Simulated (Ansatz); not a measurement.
Compressing NaWO3: a fit and a missing row

NaWO3, Pm-3m, a = 3.876 Å. The structure is a COD entry; whether it is the stable form wasn't checked. Ansatz: r2SCAN, PAW, 500 eV, Γ-centred 10×10×10 mesh on 5 atoms, Gaussian smearing 0.10 eV; no spin polarisation. Symmetry fixes shape and atoms, so the cell is only scaled; pressure is positive in compression.

| V (Å³/atom) | P (GPa) |
| --- | --- |
| 10.252 | ? |
| 10.602 | 26.70 |
| 10.951 | 16.31 |
| 11.301 | 7.49 |
| 11.650 | -0.01 |
| 12.000 | -6.37 |
| 12.349 | -11.77 |
| 12.815 | -17.72 |

Problem. Take V0 = 11.650 Å³/atom, count pressures from its P0 = -0.01 GPa, fit the third-order Birch–Murnaghan form to the other rows, and predict the missing pressure.

Solution. With the Eulerian strain f = ½[(V0/V)^(2/3) − 1] and y = (P − P0)/[3f(1 + 2f)^(5/2)], the form is the line y = B0 + 1.5 B0 (B0′ − 4) f. Rows (f, y): 0.03243, 234.6; 0.02106, 233.0; 0.01024, 232.1; -0.00977, 228.0; -0.01905, 226.8; -0.03078, 224.8. Means f = 0.0006883, y = 229.88; Σ(Δf)² = 0.003003, ΣΔfΔy = 0.4749; the slope is their ratio. y = 229.8 + 158.1 f GPa, so B0 = 229.8 GPa and B0′ = 4 + 2 × (158.1)/(3 × 229.8) = 4.46. At V = 10.252, f = 0.04448, y = 236.83 and P = 39.10 GPa. The run gave 38.94 GPa, so the fit is 0.16 GPa too high, a small miss on the scale of the series.

Spin polarisation was left out, and a magnetic state may lie lower. Spin–orbit coupling is left out, which can shift energies with elements as heavy as these.

Symmetry holds off the tilts and polar distortions that many cubic perovskites undergo.

Cost: 8 runs of about 2.1 core-minutes in all, on Arm Neoverse V1 (shared hosts).